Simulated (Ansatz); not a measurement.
Ansatz (a quantum-chemistry and plane-wave program) input:

Ansatz 0.2 input:
```yaml
crystal:
  lattice:
    - [0.0, 2.6015658543, 2.6015658543]
    - [2.6015658543, 0.0, 2.6015658543]
    - [2.6015658543, 2.6015658543, 0.0]
  atoms:
    - { symbol: S, position: [0.0, 0.0, 0.0] }
    - { symbol: Mg, position: [0.5, 0.5, 0.5] }
kpoints:
  mp_grid: { grid: [8, 8, 8] }
hamiltonian:
  xc: r2scan
  pseudopotentials: { kind: paw }
scf:
  occupations: { method: fixed }
phonons:
  method: dfpt
  response_accuracy: low
  qmesh: [4, 4, 4]
  interpolated_qmesh: [18, 18, 18]
  dielectric: true
  rigid_motions: translations
  temperatures: { t_max: 1000, t_step: 50 }
  qpath:
    path:
      - [[0.0, 0.0, 0.0], [0.5, 0.0, 0.5], [0.625, 0.25, 0.625]]  # Γ-X-U
      - [[0.375, 0.375, 0.75], [0.0, 0.0, 0.0], [0.5, 0.5, 0.5], [0.5, 0.25, 0.75], [0.5, 0.0, 0.5]]  # K-Γ-L-W-X
    npoints: 13
```

Output (shortened):

```
Pseudopotential: S, paw, valence charge 6
Pseudopotential: Mg, paw, valence charge 10
Functional definition: r2SCAN
Crystal: 2 atoms, lattice volume = 35.216 Å³
Basis set: ecut = 500 eV, 893 PW (Γ), exchange–correlation on 162×162×162 points (216 copies of the dense FFT grid, shifted against one another)
Bands: 12, of which v1, the nominal top of the filled ones, is band 8 counted from 1 (7 counted from 0)
Symmetry: 48 space group operations
k-points: 59 of 512 (irreducible under 8 space group operations, time reversal used)
SCF iter   1: F=—  HF=-2835.529582 eV  |F-HF|=—  |Δ(HF+E_count)|=         —  Δρ=7.00e-3  dr2=6.59e-3  dr2_τ=7.38e-3  ethr=1.77e-3  ⟨swp⟩=4.8  Hψ=3909  notcnv=0  defer=105
preconditioner: auto → none
SCF iter   2: F=—  HF=-2835.575832 eV  |F-HF|=—  |Δ(HF+E_count)|=   4.62e-2  Δρ=2.91e-3  dr2=2.13e-3  dr2_τ=5.24e-5  ethr=4.12e-5  ⟨swp⟩=2.2  Hψ=1792  notcnv=0  defer=107
SCF iter   3: F=—  HF=-2835.576133 eV  |F-HF|=—  |Δ(HF+E_count)|=   3.02e-4  Δρ=8.59e-4  dr2=2.15e-4  dr2_τ=2.10e-5  ethr=1.33e-5  ⟨swp⟩=2.0  Hψ=1045  notcnv=0  defer=111
SCF iter   4: F=—  HF=-2835.576084 eV  |F-HF|=—  |Δ(HF+E_count)|=   4.95e-5  Δρ=1.53e-4  dr2=4.82e-6  dr2_τ=4.59e-7  ethr=1.34e-6  ⟨swp⟩=2.1  Hψ=1008  notcnv=0  defer=109
SCF iter   5: F=—  HF=-2835.576087 eV  |F-HF|=—  |Δ(HF+E_count)|=   3.46e-6  Δρ=1.27e-5  dr2=2.17e-8  dr2_τ=3.65e-9  ethr=3.01e-8  ⟨swp⟩=2.5  Hψ=1160  notcnv=0
SCF iter   6: F=—  HF=-2835.576085 eV  |F-HF|=—  |Δ(HF+E_count)|=   2.54e-6  Δρ=4.96e-6  dr2=8.28e-9  dr2_τ=3.63e-10  ethr=1.36e-10  ⟨swp⟩=2.0  Hψ=1180  notcnv=0
SCF iter   7: F=-2835.576085 eV  HF=-2835.576085 eV  |F-HF|=7.59e-11  |Δ(HF+E_count)|=   3.95e-9  Δρ=5.94e-7  dr2=7.32e-11  dr2_τ=2.03e-12  ethr=1.00e-12  ⟨swp⟩=5.9  Hψ=4472  notcnv=0
SCF 1 converged in 7 iterations: F = -2835.576085 eV  dr2 = 7.32e-11
DFPT response loops at Γ: preconditioner auto → none (the input reference at scf.mixing.eps_inf says where Resta's filter doesn't serve); β = 0.50 …
── the response to a field inside a basis, on 8×8×8 k-points: an SCF that follows is theirs, and a resumed run solves both again ──
Crystal: 2 atoms, lattice volume = 35.216 Å³
Bands: 9, of which v1, the nominal top of the filled ones, is band 8 counted from 1 (7 counted from 0)
k-points: 60 of 512 (irreducible under 12 space group operations)
SCF iter   1: F=—  HF=-2835.574510 eV  |F-HF|=—  |Δ(HF+E_count)|=         —  Δρ=1.25e-4  dr2=8.96e-7  dr2_τ=1.30e-6  ethr=1.00e-1
preconditioner: auto → none
SCF iter   2: F=—  HF=-2835.574515 eV  |F-HF|=—  |Δ(HF+E_count)|=   4.23e-6  Δρ=6.47e-5  dr2=2.14e-7  dr2_τ=1.99e-7  ethr=5.60e-9
SCF iter   3: F=-2835.574516 eV  HF=-2835.574516 eV  |F-HF|=2.64e-9  |Δ(HF+E_count)|=   1.50e-6  Δρ=4.07e-6  dr2=1.97e-9  dr2_τ=3.07e-10  ethr=1.34e-9
SCF 1 converged in 3 iterations: F = -2835.574516 eV  dr2 = 1.97e-9
DFPT response loops at Γ: mixed as the last ones told, above
NSCF: frozen V_eff on 29 k-points
NSCF: frozen V_eff on 576 k-points
DFPT response loops at q = (0, 0, 0.25) (fractional): mixed as the last ones told, above
NSCF: frozen V_eff on 300 k-points
DFPT response loops at q = (0, 0, -0.5) (fractional): preconditioner auto → Resta (q_TF=auto, 2.392 Å⁻¹)  ε∞=4.2 (no band partly filled) …
NSCF: frozen V_eff on 328 k-points
DFPT response loops at q = (0, 0.25, 0.25) (fractional) …
NSCF: frozen V_eff on 1024 k-points
DFPT response loops at q = (0, 0.25, -0.5) (fractional): mixed as the last ones told, above
NSCF: frozen V_eff on 576 k-points
DFPT response loops at q = (0, 0.25, -0.25) (fractional): mixed as the last ones told, above
NSCF: frozen V_eff on 190 k-points
DFPT response loops at q = (0, -0.5, -0.5) (fractional): mixed as the last ones told, above
NSCF: frozen V_eff on 328 k-points
DFPT response loops at q = (0.25, -0.5, -0.25) (fractional): mixed as the last ones told, above
SCF converged after 7 iterations
Free energy (F): -2835.576085 eV
Harris-Foulkes:  -2835.576085 eV  (|F-HF|=7.59e-11)
Internal energy: -2835.576085 eV  (E = F + TS)
E sigma→0 (E₀):  -2835.576085 eV
Fermi energy:    6.160156 eV
--- Per-component energies (eV) ---
  E_band       = -349.367814
  E_kinetic    = 184.898285
  E_local      = -1667.119758  (includes V_loc(G=0)·N_el)
  E_nonlocal   = 123.581925
  E_hartree    = 593.939348
  E_xc         = -120.723895
  E_vxc        = -136.253163  (∫ρ·V_xc dr)
  E_paw        = -906.242234  (= ΣΔE_a)
  E_vpaw       = -49.338871  (= ΣTr[D̂ρ^β])
  E_aug_tail   = -0.000001  (compensation charges beyond the density's cutoff)
  E_vtau       = 6.985403  (kinetic-family band-sum trace: ∫τ·v_τ [+ j·A + Jᵃ·Aᵃ] dr)
  E_ewald      = -1043.773779
  E_core_change = -0.135975  (= ΣΔE_core)
  E_smearing   =  0.000000  (= −TS)
  E_closure    =  0.000000  (closes the sum)
  Σ components = -2835.576085   (vs F -2835.576085, Δ=0.00e0)
  [band-id]    e_kinetic+e_local+e_nonlocal+2·e_hartree+e_vxc+e_vpaw+e_augmentation_tail+e_vtau = -349.367485   (vs E_band -349.367814, Δ=3.30e-4)
--- Band table (eV; the first three rows and the last of 59) ---
  k-point 0: bands = ["-71.3905", "-36.4892", "-36.4892", "-36.4892", "-7.0260", "6.1602", "6.1602", "6.1602", "10.8014", "14.6424", "14.6424", "14.6424"]
  k-point 1: bands = ["-71.3905", "-36.4902", "-36.4894", "-36.4894", "-6.8698", "5.1491", "6.0541", "6.0541", "11.5533", "14.3852", "14.9045", "14.9045"]
  k-point 2: bands = ["-71.3904", "-36.4925", "-36.4897", "-36.4897", "-6.4483", "3.3651", "5.8217", "5.8217", "11.8717", "14.5599", "14.5599", "15.2800"]
  k-point 58: bands = ["-71.3901", "-36.4934", "-36.4934", "-36.4918", "-5.2610", "2.8814", "2.8814", "3.8157", "12.0786", "14.7549", "14.7549", "14.9662"]
--- Phonons (Γ-DFPT): 2 representative perturbations + reference, on 59 of 512 k-points (Σ response iterations 9) ---
  ASR residual: 6.674e-4 → 0.000e0 eV/Å²; symmetrization residual: 5.827e-6 eV/Å²
  ASR residual per site (eV/Å²): 1.61e-4 6.67e-4
  Γ frequencies (cm⁻¹): 0.00 0.00 0.00 236.73 236.73 236.73
  ε∞ (high-frequency dielectric tensor):
        4.898242     0.000000     0.000000
        0.000000     4.898242     0.000000
        0.000000     0.000000     4.898242
  ε⁰ (static dielectric tensor: ions relaxed, cell fixed):
       14.486406     0.000000     0.000000
        0.000000    14.486406     0.000000
        0.000000     0.000000    14.486406
  ε⁰ − ε∞ (ionic part):
        9.588164     0.000000     0.000000
        0.000000     9.588164     0.000000
        0.000000     0.000000     9.588164
  softest optical mode at Γ: 236.73 cm⁻¹; the repairs (sum rule, projections) moved no ω² at Γ by more than (2.80 cm⁻¹)²
  Born effective charges Z* (e; rows j = field, columns β = displacement):
    site 0:
        -2.30568    0.00000    0.00000
         0.00000   -2.30568    0.00000
         0.00000    0.00000   -2.30568
    site 1:
         2.30568    0.00000    0.00000
         0.00000    2.30568    0.00000
         0.00000    0.00000    2.30568
  Z* charge neutrality: 3.094e-4 e pre-enforcement
  solved inside a basis spanned on kpoints, on 8×8×8 k-points, its susceptibility summed on 12×12×12: ε∞ is read to err by 1.3e-2, Z* by 1.1e-2 e (field_mesh …
  optical modes at Γ without the LO–TO term, one row a degenerate level:
      ω (cm⁻¹)  modes    IR ((D/Å)²/amu)
        236.73      3            26.6154
  optical modes at Γ + LO–TO along q̂ = [1.0000, 0.0000, 0.0000]:
      ω (cm⁻¹)  modes    IR ((D/Å)²/amu)
        236.73      2            17.7436
        407.11      1             8.8718
  optical modes at Γ + LO–TO along q̂ = [0.0000, 1.0000, 0.0000]:
      ω (cm⁻¹)  modes    IR ((D/Å)²/amu)
        236.73      2            17.7436
        407.11      1             8.8718
  optical modes at Γ + LO–TO along q̂ = [0.0000, 0.0000, 1.0000]:
      ω (cm⁻¹)  modes    IR ((D/Å)²/amu)
        236.73      2            17.7436
        407.11      1             8.8718
  non-analytic LO–TO correction: the dipole-dipole term of the run's Born effective charges and high-frequency dielectric tensor (where they are solved with …
--- Phonons (arbitrary-q DFPT): 8 irreducible q on the 4×4×4 mesh ---
  q = [0.0000, 0.0000, 0.0000] (star 1, of the zone-centre solve; hermiticity 4.09e-6, symmetrization 2.43e-14):  0.00 0.00 0.00 236.73 236.73 236.73
  q = [0.0000, 0.0000, 0.2500] (star 8, 2 solved perturbations on 288 of 512 k-point pairs; hermiticity 2.90e-5, symmetrization 2.86e-13): 115.75 115.75 199.60 228.00 228.00 396.92
  q = [0.0000, 0.0000, -0.5000] (star 4, 2 solved perturbations on 150 of 512 k-point pairs; hermiticity 8.89e-14, symmetrization 2.42e-13): 181.57 181.57 200.62 200.62 305.26 367.58
  q = [0.0000, 0.2500, 0.2500] (star 6, 4 solved perturbations in 528 linear systems a pass and spin channel, the states on 164 of 512 k-point pairs; hermiticity 1.09e-5, symmetrization 1.71e-13): 115.24 115.24 213.80 250.95 250.95 323.69
  q = [0.0000, 0.2500, -0.5000] (star 24, 4 solved perturbations in 1600 linear systems a pass and spin channel, the states on 512 of 512 k-point pairs; hermiticity 9.25e-6, symmetrization 1.37e-13): 157.46 189.34 233.28 239.20 273.53 307.46
  q = [0.0000, 0.2500, -0.2500] (star 12, 4 solved perturbations in 904 linear systems a pass and spin channel, the states on 288 of 512 k-point pairs; hermiticity 1.53e-5, symmetrization 1.81e-13): 165.69 181.49 199.92 260.32 269.49 328.34
  q = [0.0000, -0.5000, -0.5000] (star 3, 4 solved perturbations in 308 linear systems a pass and spin channel, the states on 95 of 512 k-point pairs; hermiticity 7.87e-6, symmetrization 1.92e-13): 136.16 136.16 196.60 265.44 265.44 306.33
  q = [0.2500, -0.5000, -0.2500] (star 6, 4 solved perturbations in 502 linear systems a pass and spin channel, the states on 164 of 512 k-point pairs; hermiticity 2.63e-6, symmetrization 2.28e-13): 181.42 181.42 233.89 241.30 287.22 287.22
  sum rule: each row above includes the acoustic sum rule's correction from the zone centre's row sums; it moved no ω² by more than (2.73 cm⁻¹)²
  mesh force constants: q→R imaginary residual 2.91e-18; ASR residual 6.674e-4 → 0.000e0 eV/Å²; symmetrization residual 7.105e-15 eV/Å²
  interpolated dispersion: 81 rows × 6 modes
  density of states and harmonic sums: on the 18×18×18 q-mesh, interpolated from the force constants of a 4×4×4 supercell (with the dipole–dipole term)
  largest difference from the sums on the solved wave vectors: F 9.23e-3 eV, S 1.33e-5 and C_V 3.97e-6 eV/K
  zero-point energy: 0.084795 eV/cell   skipped modes (ω ≤ 0): 3   left out of the sums: 8.57e-5 of the cell's modes …
```

Cost: roughly 15 core-minutes on shared cores.

Space group Fm-3m (rock salt). Symmetry was held in the r²SCAN relaxation.

Potentials: the later of the program's two PAW sets.

Ansatz is a plane-wave DFT program.
